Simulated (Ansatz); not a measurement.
Computed with DFT PBE, scalar-relativistic, plane waves, PAW in Ansatz. Settings: cutoff 420 eV, Γ-centred meshes spaced at most about 0.3 Å⁻¹, and about 0.25 Å⁻¹ or finer for metals (2π included), Gaussian smearing. Collinear spin in cells that started with moments and kept them past the coarse steps, no spin elsewhere.

All energies are static (0 K, no zero-point motion).

Two relaxed structures of TiIn₅:

A. (no spin)

Space group I4/mmm (No. 139). a = 7.961 Å, b = 7.961 Å, c = 6.092 Å, α = 90.00°, β = 90.00°, γ = 90.00°
```
atom  site  symmetry       x       y       z
  Ti    2a     4/mmm  0.0000  0.0000  0.0000
  In    8h      m.2m  0.7553  0.7553  0.0000
  In    2b     4/mmm  0.0000  0.0000  0.5000
```

B. (site moments Ti 0.6 μB)

Space group P-62m (No. 189). a = 6.040 Å, b = 6.040 Å, c = 4.676 Å, α = 90.00°, β = 90.00°, γ = 120.00°
```json
{"atom": "Ti", "site": "1b", "symmetry": "-62m", "x": "0.0000", "y": "0.0000", "z": "0.5000"}
{"atom": "In", "site": "2d", "symmetry": "-6..", "x": "0.6667", "y": "0.3333", "z": "0.5000"}
{"atom": "In", "site": "3f", "symmetry": "m2m", "x": "0.3052", "y": "0.0000", "z": "0.0000"}
```

**Question.** Which form is favoured at zero pressure, and by what margin per atom?

**Answer.** B is lower, by 205 meV/atom. A has space group I4/mmm (No. 139), 32.2 Å³/atom and no gap on its mesh; B has space group P-62m (No. 189), 24.6 Å³/atom and no gap. Counting all near atoms (those within 1.25 times the shortest distance at each site; a plus sign parts nearer from farther groups; a slash parts the counts of unlike sites), A has Ti 4+2, In 4/6 and B has Ti 6+6, In 6+6/8+4. Their magnetic states differ too, which can make part of the margin. The denser one is the lower, and pressure would at first widen the difference. Even the lower one lies +0.13 eV/atom against the reference forms of the elements (uncorrected), so neither is stable at this level. Both come from invented guesses.

Another magnetic order may lie lower. Cells relaxed within their symmetry can be saddle points.
